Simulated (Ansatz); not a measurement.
**Property card for Si3N4**

Si₃N₄:
```
Si3N4
1.0
    0.00000     3.89426     3.89426
    3.89426     0.00000     3.89426
    3.89426     3.89426     0.00000
Si N
6 8
Direct
  0.62500   0.62500   0.12500
  0.62500   0.12500   0.62500
  0.62500   0.62500   0.62500
  0.12500   0.62500   0.62500
  0.25000   0.25000   0.25000
  0.00000   0.00000   0.00000
  0.86754   0.86754   0.86754
  0.85262   0.38246   0.38246
  0.86754   0.86754   0.39738
  0.38246   0.85262   0.38246
  0.39738   0.86754   0.86754
  0.38246   0.38246   0.38246
  0.86754   0.39738   0.86754
  0.38246   0.38246   0.85262
```

Space group Fd-3m (No. 227); conventional cell a = b = c = 7.789 Å, α = β = γ = 90.00°.

Method: plane-wave PAW PBE (Ansatz code). Geometry: relaxed at this level of theory. Other levels are named where they apply.

Cell and energy:

```yaml
volume_per_atom: 8.44 Å³
density: 3.94 g/cm³
Formation energy from the elements (no fitted shifts): -0.91 eV/atom
```

Electronic structure:

```yaml
band_gap: 3.34 eV (indirect)
valence_band_maximum: on the K–Γ line, 54 % of the way from K
conduction_band_minimum: at Γ
smallest_direct_gap_on_the_standard_path: 3.38 eV
Electron effective mass, band 1 of 3 at the edge: 0.59 along [100], 0.47 along [110], 0.44 along [111] (mₑ)
Electron effective mass, band 2 of 3 at the edge: 0.33 along [100], 0.38 along [110], 0.36 along [111] (mₑ)
Electron effective mass, band 3 of 3 at the edge: 0.33 along [100], 0.33 along [110], 0.36 along [111] (mₑ)
```

Mechanics:

```yaml
Bulk modulus (Birch–Murnaghan fit): 293 GPa
Pressure derivative B′: 4.2
```

The cell was relaxed with PBE under the symmetry of its start. The references are the lowest solids computed at this level, not always the standard phases (solids in place of the gases).

Potentials: the earlier of the program's two PAW sets.
